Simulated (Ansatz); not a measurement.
InSb:
```yaml
crystal:
  lattice:
    - [4.62964, 0.00000, 0.00000]
    - [-2.31482, 4.00939, 0.00000]
    - [0.00000, 0.00000, 15.18618]
  atoms:
    - { symbol: In, position: [0.66667, 0.33333, 0.99993] }
    - { symbol: Sb, position: [0.66667, 0.33333, 0.18767] }
    - { symbol: In, position: [0.00000, 0.00000, 0.25034] }
    - { symbol: Sb, position: [0.00000, 0.00000, 0.43705] }
    - { symbol: In, position: [0.33333, 0.66667, 0.49993] }
    - { symbol: Sb, position: [0.33333, 0.66667, 0.68767] }
    - { symbol: In, position: [0.00000, 0.00000, 0.75034] }
    - { symbol: Sb, position: [0.00000, 0.00000, 0.93705] }
```

Relaxed with r²SCAN. Special points in fractions of this cell's reciprocal vectors: Γ (0.000, 0.000, 0.000); M (0.500, 0.000, 0.000); K (0.333, 0.333, 0.000); A (0.000, 0.000, 0.500); L (0.500, 0.000, 0.500); H (0.333, 0.333, 0.500).

Problem. List the band energies nearest the Fermi level at these points for r²SCAN (plane waves, PAW; program Ansatz).

Solution. In eV from the Fermi level; about four levels below and three above (degenerate sets whole), none deeper than 8.9 eV; points with the same levels are listed once.

| k | below | above |
|---|---|---|
| Γ | -0.60 -0.60 -0.11 -0.03 -0.03 | 0.01 0.64 0.97 |
| M | -1.77 -1.77 -1.76 -1.31 -1.05 | 0.88 1.12 1.42 |
| K | -2.47 -1.93 -1.93 -1.49 | 1.85 2.50 2.50 |
| A | -0.23 -0.23 -0.23 -0.23 | 0.75 0.75 1.17 1.17 |
| L | -1.80 -1.80 -1.29 -1.29 | 1.33 1.33 1.75 1.75 |
| H | -2.03 -2.03 -1.78 -1.78 | 2.03 2.03 2.76 2.76 |

Space group P6_3mc. The start of the workflow was typed in or built on a structure type; neither database checked (COD, Materials Project) lists it. It is not the phase usual at ambient conditions (space group No. 216). The r²SCAN relaxation kept the symmetry of its start; whether a distortion lowers the energy is not shown. The Fermi level of a semimetal is unsure by some 0.05 eV on such meshes. Spin–orbit coupling is left out wherever it is not named.

Potentials: the earlier of the program's two PAW sets.
